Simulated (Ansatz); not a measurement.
Li (fcc (Cu type), Fm-3m) at seven volumes, the program Ansatz at the r²SCAN level (PAW), scaled uniformly. One row is withheld.

```json
[
 {"V (Å³/atom)": "19.072", "P (GPa)": "1.43"},
 {"V (Å³/atom)": "19.700", "P (GPa)": "?"},
 {"V (Å³/atom)": "20.329", "P (GPa)": "0.42"},
 {"V (Å³/atom)": "20.958", "P (GPa)": "0.00"},
 {"V (Å³/atom)": "21.587", "P (GPa)": "-0.37"},
 {"V (Å³/atom)": "22.215", "P (GPa)": "-0.69"},
 {"V (Å³/atom)": "22.844", "P (GPa)": "-0.97"}
]
```

Fit the shown pressures and predict the withheld one.

P = (3/2)B₀(x^(7/2) − x^(5/2))[1 + (3/4)(B′ − 4)(x − 1)] with x = (V₀/V)^(2/3). Least squares on the six rows gives V₀ = 20.958 Å³/atom, B₀ = 13.0 GPa, B′ = 3.29. At V = 19.700, x = 1.0421 and P = 0.89 GPa. The run itself gave 0.89 GPa.

A made-up cell: these elements were put on the sites of a structure type; the Crystallography Open Database files this formula in space group No. 225, but the cells were not matched. It is not the phase usual at ambient conditions (space group No. 229). The cell was relaxed with r²SCAN under the symmetry of its start; phonons on a q-mesh show no instability.

Potentials: the later of the program's two PAW sets.
